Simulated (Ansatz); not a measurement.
TiOs:
```xyz
2
Lattice="3.0617 0.0000 0.0000 0.0000 3.0617 0.0000 0.0000 0.0000 3.0617" Properties=species:S:1:pos:R:3 pbc="T T T"
Ti     1.5308     1.5308     1.5308
Os     0.0000     0.0000     0.0000
```

Relaxed with PBEsol. Special points in fractions of this cell's reciprocal vectors: Γ (0.000, 0.000, 0.000); X (0.000, 0.500, 0.000); M (0.500, 0.500, 0.000); R (0.500, 0.500, 0.500).

Task: List the band energies nearest the Fermi level at these points for plane-wave PAW PBEsol (Ansatz code).

Result: In eV from the Fermi level; about four levels below and three above (degenerate sets whole), none deeper than 8.9 eV; points with the same levels are listed once.

```
k                                below                     above
-  -----------------------------------  ------------------------
Γ        -5.45 -5.45 -1.37 -1.37 -1.37  1.88 1.88 3.78 3.78 3.78
X              -1.69 -1.69 -0.97 -0.11            0.64 0.64 1.97
M              -5.71 -5.45 -3.27 -3.27            0.92 0.92 1.14
R  -3.75 -3.75 -3.75 -1.61 -1.61 -1.61       1.35 1.35 3.08 3.08
```

Space group Pm-3m (CsCl type). The workflow started from a Materials Project entry (that database holds measured and hypothetical structures alike); the Crystallography Open Database files this formula in space group No. 221, but the cells were not matched. Its standing as an ambient phase is unchecked. Symmetry was held in the PBEsol relaxation; of distortions, only those at the zone centre were tested. The run is not spin-polarised. Spin–orbit coupling is left out wherever it is not named.

Potentials: the later of the program's two PAW sets.
